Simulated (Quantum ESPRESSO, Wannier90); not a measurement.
# Tight-binding from DFT: CsI (CsCl type)

Cell from Materials Project (mp-1056920), symmetrised, no further relaxation. COD (Crystallography Open Database) has an entry of this formula and space group (matched by these alone). Method: PBEsol plane waves in Quantum ESPRESSO 7.5 (PseudoDojo norm-conserving files, 56 Ry, spinors with spin-orbit coupling), Bloch states on a 6×6×6 mesh through Γ, Wannier90 4.0.1. Density: 8×8×8 mesh, cold smearing 0.01 Ry.

On the energy scale of pw.x, whose zero is arbitrary, the valence-band maximum lies at 2.76 eV.

Input w.win:

```
num_bands = 22
num_wann = 10
exclude_bands = 1-2,5-10
spinors = true
num_iter = 800
conv_tol = 1.0e-6
conv_window = 4
dis_num_iter = 1000
dis_conv_tol = 1.0e-6
dis_froz_max = 6.67
trial_step = 0.5
write_hr = true
write_u_matrices = true
begin projections
Cs: s
I: s;p
end projections
begin unit_cell_cart
ang
    4.6652100000    0.0000000000    0.0000000000
    0.0000000000    4.6652100000    0.0000000000
    0.0000000000    0.0000000000    4.6652100000
end unit_cell_cart
begin atoms_frac
Cs   0.0000000000  0.0000000000  0.0000000000
I    0.5000000000  0.5000000000  0.5000000000
end atoms_frac
mp_grid = 6 6 6
begin kpoints
0.0000000000 0.0000000000 0.0000000000
0.0000000000 0.0000000000 0.1666666667
0.0000000000 0.0000000000 0.3333333333
... (213 more lines: the 6x6x6 mesh through Gamma)
end kpoints
```

Input of pw2wannier90.x that gives the overlap and projection files (equivalent; here they were cut from one run over all bands):

```
&inputpp
  outdir = './out'
  prefix = 'pwscf'
  seedname = 'w'
  write_amn = .true.
  write_mmn = .true.
/
```

Output w.wout (banner and timings cut):

```
                                    ------
                                    SYSTEM
                                    ------

                              Lattice Vectors (Ang)
                    a_1     4.665210   0.000000   0.000000
                    a_2     0.000000   4.665210   0.000000
                    a_3     0.000000   0.000000   4.665210

                   Unit Cell Volume:     101.53449  (Ang^3)

                        Reciprocal-Space Vectors (Ang^-1)
                    b_1     1.346817   0.000000   0.000000
                    b_2     0.000000   1.346817   0.000000
                    b_3     0.000000   0.000000   1.346817

 *----------------------------------------------------------------------------*
 |   Site       Fractional Coordinate          Cartesian Coordinate (Ang)     |
 +----------------------------------------------------------------------------+
 | cs   1   0.00000   0.00000   0.00000   |    0.00000   0.00000   0.00000    |
 | i    1   0.50000   0.50000   0.50000   |    2.33261   2.33261   2.33261    |
 *----------------------------------------------------------------------------*
                                ------------
                                K-POINT GRID
                                ------------

             Grid size =  6 x  6 x  6      Total points =  216

 *---------------------------------- MAIN ------------------------------------*
 |  Number of Wannier Functions               :                10             |
 |  Number of Objective Wannier Functions     :                10             |
 |  Number of input Bloch states              :                22             |
 |  Output verbosity (1=low, 5=high)          :                 1             |
 |  Timing Level (1=low, 5=high)              :                 1             |
 |  Optimisation (0=memory, 3=speed)          :                 3             |
 |  Length Unit                               :               Ang             |
 |  Post-processing setup (write *.nnkp)      :                 F             |
 |  Using Gamma-only branch of algorithms     :                 F             |
 *----------------------------------------------------------------------------*
 *------------------------------- WANNIERISE ---------------------------------*
 |  Total number of iterations                :               800             |
 |  Number of CG steps before reset           :                 5             |
 |  Trial step length for line search         :             0.500             |
 |  Convergence tolerence                     :         0.100E-05             |
 |  Convergence window                        :                 4             |
 |  Iterations between writing output         :                 1             |
 |  Iterations between backing up to disk     :               100             |
 |  Write r^2_nm to file                      :                 F             |
 |  Write xyz WF centres to file              :                 F             |
 |  Write on-site energies <0n|H|0n> to file  :                 F             |
 |  Use guiding centre to control phases      :                 F             |
 |  Use phases for initial projections        :                 F             |
 *----------------------------------------------------------------------------*
 *------------------------------- DISENTANGLE --------------------------------*
 |  Using band disentanglement                :                 T             |
 |  Total number of iterations                :              1000             |
 |  Mixing ratio                              :             0.500             |
 |  Convergence tolerence                     :         1.000E-06             |
 |  Convergence window                        :                 3             |
 *----------------------------------------------------------------------------*
 *-------------------------------- PLOTTING ----------------------------------*
 |  Plotting Hamiltonian in WF basis          :                 T             |
 *----------------------------------------------------------------------------*

       ... (k-mesh section left out)

 Starting a new Wannier90 calculation ...

 Reading overlaps from w.mmn

 Reading projections from w.amn

 *------------------------------- DISENTANGLE --------------------------------*
 +----------------------------------------------------------------------------+
 |                              Energy  Windows                               |
 |                              ---------------                               |
 |                   Outer:   -8.05963  to   12.54773  (eV)                   |
 |                   Inner:   -8.05963  to    6.67000  (eV)                   |
 +----------------------------------------------------------------------------+
   Number of target bands to extract:   10

                   Unitarised projection of Wannier functions
                   ------------------------------------------
   A_mn = <psi_m|g_n> --> S = A.A^+ --> U = S^-1/2.A
   In dis_project... done
   Using an inner window (linner = T)
   In dis_proj_froz... done

                   Extraction of optimally-connected subspace
                   ------------------------------------------
 +---------------------------------------------------------------------+<-- DIS
 |  Iter     Omega_I(i-1)      Omega_I(i)      Delta (frac.)           |<-- DIS
 +---------------------------------------------------------------------+<-- DIS
       1      32.38750564      31.87951647       1.593E-02    <-- DIS
       2      32.04424081      31.69906968       1.089E-02    <-- DIS
       3      31.84954762      31.59254132       8.135E-03    <-- DIS
       4      31.70362621      31.50681275       6.247E-03    <-- DIS
       5      31.59059208      31.43033002       5.099E-03    <-- DIS
       6      31.49761583      31.35780977       4.458E-03    <-- DIS
       ... (lines left out)
     101      30.06006940      30.05991660       5.083E-06    <-- DIS
       ... (lines left out)
     130      30.05964881      30.05961978       9.658E-07    <-- DIS
     131      30.05964519      30.05961763       9.171E-07    <-- DIS
     132      30.05964183      30.05961564       8.712E-07    <-- DIS

             <<<      Delta < 1.000E-06  over  3 iterations     >>>
             <<< Disentanglement convergence criteria satisfied >>>

        Final Omega_I    30.05961564 (Ang^2)

 +----------------------------------------------------------------------------+

 Writing checkpoint file w.chk... done

 *------------------------------- WANNIERISE ---------------------------------*
 +--------------------------------------------------------------------+<-- CONV
 | Iter  Delta Spread     RMS Gradient      Spread (Ang^2)            |<-- CONV
 +--------------------------------------------------------------------+<-- CONV

 ------------------------------------------------------------------------------
 Initial State
  WF centre and spread    1  (  0.064237,  0.065380,  0.065578 )    12.21432118
  WF centre and spread    2  ( -0.064074,  0.064027,  0.063740 )    12.46701159
  WF centre and spread    3  (  2.332605,  2.332605,  2.332605 )     1.47908330
  WF centre and spread    4  (  2.332605,  2.332605,  2.332605 )     1.47908367
  WF centre and spread    5  (  2.332603,  2.332610,  2.332622 )     2.64346884
  WF centre and spread    6  (  2.332612,  2.332597,  2.332574 )     2.64346979
  WF centre and spread    7  (  2.332588,  2.332620,  2.332600 )     2.64346001
  WF centre and spread    8  (  2.332631,  2.332585,  2.332604 )     2.64345994
  WF centre and spread    9  (  2.332590,  2.332623,  2.332627 )     2.64346850
  WF centre and spread   10  (  2.332623,  2.332575,  2.332578 )     2.64346354
  Sum of centres and spreads ( 18.661020, 18.790228, 18.790132 )    43.50029037

      0     0.435E+02     0.0000000000       43.5002903171  <-- CONV
        O_D=      5.2862016 O_OD=      8.1544731 O_TOT=     43.5002903 <-- SPRD
 ------------------------------------------------------------------------------
      1    -0.996E+00     1.6530967015       42.5041415563  <-- CONV
        O_D=      4.3727861 O_OD=      8.0717398 O_TOT=     42.5041416 <-- SPRD
      2    -0.205E+00     0.6290037301       42.2990439660  <-- CONV
        O_D=      4.1575382 O_OD=      8.0818901 O_TOT=     42.2990440 <-- SPRD
      3    -0.870E-01     0.4082967454       42.2120375560  <-- CONV
        O_D=      4.0071321 O_OD=      8.1452899 O_TOT=     42.2120376 <-- SPRD
      4    -0.626E-01     0.3482055848       42.1494302867  <-- CONV
        O_D=      3.7559705 O_OD=      8.3338442 O_TOT=     42.1494303 <-- SPRD
      5    -0.141E-01     0.5949202604       42.1352972112  <-- CONV
        O_D=      3.6531647 O_OD=      8.4225169 O_TOT=     42.1352972 <-- SPRD
       ... (lines left out)
    100    -0.879E-03     0.0272382922       40.3748551615  <-- CONV
        O_D=      1.9520526 O_OD=      8.3631869 O_TOT=     40.3748552 <-- SPRD
       ... (lines left out)
    200    -0.909E-02     0.1054375633       38.4223427992  <-- CONV
        O_D=      1.9499600 O_OD=      6.4127672 O_TOT=     38.4223428 <-- SPRD
       ... (lines left out)
    300    -0.192E-02     0.0759475161       38.1969113812  <-- CONV
        O_D=      1.9494104 O_OD=      6.1878853 O_TOT=     38.1969114 <-- SPRD
       ... (lines left out)
    400    -0.129E-04     0.0037950469       38.1481123000  <-- CONV
        O_D=      1.9449842 O_OD=      6.1435125 O_TOT=     38.1481123 <-- SPRD
       ... (lines left out)
    500    -0.241E-05     0.0017309955       38.1477476307  <-- CONV
        O_D=      1.9437733 O_OD=      6.1443587 O_TOT=     38.1477476 <-- SPRD
       ... (lines left out)
    600    -0.123E-05     0.0016866731       38.1476056104  <-- CONV
        O_D=      1.9431477 O_OD=      6.1448423 O_TOT=     38.1476056 <-- SPRD
       ... (lines left out)
    602    -0.834E-06     0.0008754968       38.1476041193  <-- CONV
        O_D=      1.9430509 O_OD=      6.1449376 O_TOT=     38.1476041 <-- SPRD
    603    -0.859E-06     0.0015401303       38.1476032601  <-- CONV
        O_D=      1.9430563 O_OD=      6.1449313 O_TOT=     38.1476033 <-- SPRD
    604    -0.538E-06     0.0007695937       38.1476027222  <-- CONV
        O_D=      1.9430688 O_OD=      6.1449183 O_TOT=     38.1476027 <-- SPRD
             <<<     Delta < 1.000E-06  over  4 iterations     >>>
             <<< Wannierisation convergence criteria satisfied >>>
 Final State
  WF centre and spread    1  (  0.069213,  0.067196,  0.359322 )    10.75517776
  WF centre and spread    2  ( -0.068953, -0.067210, -0.359600 )    10.75495903
  WF centre and spread    3  (  2.581300,  2.110080,  1.900258 )     2.07604489
  WF centre and spread    4  (  2.140606,  2.606981,  2.763896 )     2.07651341
  WF centre and spread    5  (  2.545409,  2.132609,  2.794155 )     2.07482882
  WF centre and spread    6  (  2.150017,  2.559483,  1.870657 )     2.07518502
  WF centre and spread    7  (  1.800092,  2.219267,  2.314411 )     2.08331405
  WF centre and spread    8  (  2.876752,  2.346763,  2.337384 )     2.08526473
  WF centre and spread    9  (  2.399449,  2.872993,  2.321893 )     2.08437439
  WF centre and spread   10  (  2.167851,  1.813664,  2.358135 )     2.08194066
  Sum of centres and spreads ( 18.661736, 18.661825, 18.660511 )    38.14760278

         Spreads (Ang^2)       Omega I      =    30.059615643
        ================       Omega D      =     1.943068755
                               Omega OD     =     6.144918325
    Final Spread (Ang^2)       Omega Total  =    38.147602722
```
